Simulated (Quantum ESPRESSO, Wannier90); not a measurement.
**InP (zinc blende): Wannier90 run**

```xyz
2
Lattice="0.0000 2.9520 2.9520 2.9520 0.0000 2.9520 2.9520 2.9520 0.0000" Properties=species:S:1:pos:R:3 pbc="T T T"
In     0.0000     0.0000     0.0000
P     -1.4760    -1.4760    -1.4760
```

Cell from Materials Project (mp-20351), symmetrised, no further relaxation. COD (Crystallography Open Database) has an entry of this formula and space group (matched by these alone). Level: PBEsol, spinors with spin-orbit coupling; pw.x of Quantum ESPRESSO at 56 Ry with PseudoDojo potentials, 8×8×8 k-points, Wannier90. Density: 10×10×10 mesh, Gaussian smearing 0.01 Ry.

Base run: 16 functions from bands 11-40 of the 40 computed, start hydrogen-like In: s;p; P: s;p, centres 0.05 Å off the atoms, frozen window up to 1.96 eV relative to the valence-band maximum, outer window open. One thing is changed at a time; window edges are relative to the valence-band maximum. The misfit compares interpolated bands with pw.x on a high-symmetry path, for states up to 1.5 eV relative to the valence-band maximum. Converged means that the tolerances were met: symmetric starts can stop on a saddle, which shows as a larger Ω_OD at equal Ω_I and can move the misfit too.

```csv
setting,functions,frozen to (eV),Ω_I (Å²),Ω_D (Å²),Ω_OD (Å²),rms misfit (meV),worst (meV),ended
base,16,1.96,23.42,0.06,3.59,5.1,45,converged
frozen window to -0.04 eV,16,-0.04,22.71,0.04,3.63,52,393,converged
frozen window to 0.96 eV,16,0.96,22.71,0.04,3.63,52,392,converged
frozen window to 2.96 eV,16,2.96,26.63,0.12,3.73,3.6,18,converged
no frozen window,16,none,21.80,0.03,3.20,202,651,converged
outer window to 9.48 eV,16,1.96,40.19,0.56,7.60,8.7,41,converged
outer window to 8.18 eV,16,1.96,–,–,–,–,–,stops: too few bands in the window
```
